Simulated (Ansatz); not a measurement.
Computed properties of Cs

Cs:
```
CELL_PARAMETERS angstrom
     -2.58068     2.58068     9.49011
      2.58068    -2.58068     9.49011
      2.58068     2.58068    -9.49011
ATOMIC_POSITIONS crystal
  Cs 0.25000 0.75000 0.50000
  Cs 0.50000 0.50000 0.00000
```

Space group I4_1/amd (No. 141); conventional cell a = 5.161 Å, b = 5.161 Å, c = 18.980 Å, α = 90.00°, β = 90.00°, γ = 90.00°.

Method: r²SCAN in the plane-wave PAW code Ansatz. The cell and atoms are relaxed at this level. Other levels are named where they apply.

### Cell and energy

- Volume per atom = 126.41 Å³
- Density = 1.75 g/cm³

### Electronic structure

* **Electronic character**: metallic (no gap)
* **Density of states at the Fermi level**: 1.2 states/eV per atom (mean over ±0.08 eV)
* **Gap with spin–orbit coupling**: none (metallic)

### Mechanics

* **Bulk modulus (Birch–Murnaghan fit)**: 16 kbar
* **Pressure derivative B′**: 3.5

The workflow started from a Materials Project entry (that database holds measured and hypothetical structures alike); the Crystallography Open Database copy checked does not list it. It is not the phase usual at ambient conditions (space group No. 229). Symmetry was held in the r²SCAN relaxation; whether a distortion lowers the energy is not shown. Axis ratios of metals converge slowly with the k-mesh, so a and c are less sure than the volume. Spin–orbit coupling is left out wherever it is not named.

Potentials: the earlier of the program's two PAW sets.
